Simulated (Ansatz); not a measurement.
Si: the gap under strain

Si, Fd-3m, a = 5.434 Å. Ansatz: PBEsol, PAW, 420 eV, Γ-centred 10×10×8 mesh on 4 atoms, Gaussian smearing 0.02 eV; no spin polarisation. Series: equal strain along all axes, cell held, atoms fixed by symmetry; x is the strain in per cent. The gap is sought over the whole zone.

| x (%) | gap y (eV) |
| --- | --- |
| -6.0 | 0.072 |
| -4.0 | 0.219 |
| -2.0 | ? |
| 0.0 | 0.464 |
| 2.0 | 0.564 |
| 4.0 | 0.651 |
| 6.0 | 0.726 |

Q: Fit y = E0 + c1 x + c2 x² to the other rows, give the deformation potential for this strain, and predict the missing gap.

A: Least squares on the rows shown. y = 0.4634 + 0.05433 x − 0.001788 x². The deformation potential is 100 c1 = 5.43 eV per unit strain of each axis, or a third of that, 1.81 eV, as the usual dE_g/d ln V. At x = -2.0 the fit asked for gives 0.348 eV. The run gave 0.349 eV, so the fit is 0.001 eV too low, within the rms miss on the fitted rows (0.001 eV).

Semilocal functionals give gaps under the measured ones; changes of the gap mostly carry over better.